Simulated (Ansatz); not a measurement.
# Equation of state of LiCe3 under PBE

The structure is cubic, space group Pm-3m (No. 221). The conventional cell has a = 4.738 Å, b = 4.738 Å, c = 4.738 Å, α = 90.00°, β = 90.00°, γ = 90.00°. Ce (site symmetry 4/mmm) has 8 Ce at 3.35 Å and 4 Li at 3.35 Å as nearest neighbours. Li (site symmetry m-3m) is surrounded by 12 Ce at 3.35 Å.

The cell comes from a database or a generator and needn't be the stable form of this composition.

The cell was scaled at fixed shape and fractions and run with Ansatz, Ansatz PAW, cutoff 420 eV; PBE, k mesh 6 × 6 × 6 on the cell of 4 atoms, fermi-dirac occupations of 0.05 eV, collinear spin, ferromagnetic start, no spin-orbit coupling. Energies are those that the program minimises, any entropy of the smearing included. For a metal such a mesh isn't converged to the digits shown. The magnetic state is the one that the start led to, which needn't be the lowest. Plain semilocal runs treat an open f shell poorly.

| V (Å³/atom) | energy over the lowest row (meV/atom) |
| --- | --- |
| 24.9929 | 7.330 |
| 25.5247 | 3.316 |
| 26.0565 | 0.921 |
| 26.5882 | 0.000 |
| 27.1200 | ? |
| 27.6518 | 2.076 |
| 28.1835 | 4.864 |

Problem. Fit the third-order Birch-Murnaghan form, give V0, B0 and B′, and predict the energy left open.

Solution. With y = (V0/V)^(2/3), E = E0 + (9 V0 B0/16) [(y - 1)³ B′ + (y - 1)² (6 - 4y)]. Least squares through the rows shown give V0 = 26.6796 Å³/atom, E0 = -0.022 meV, B0 = 20.05 GPa (1 eV/Å³ = 160.218 GPa) and B′ = 3.48, with a largest miss of 0.003 meV. At V = 27.1200 the form with these constants gives 0.422 meV; the run gave 0.422 meV an atom.
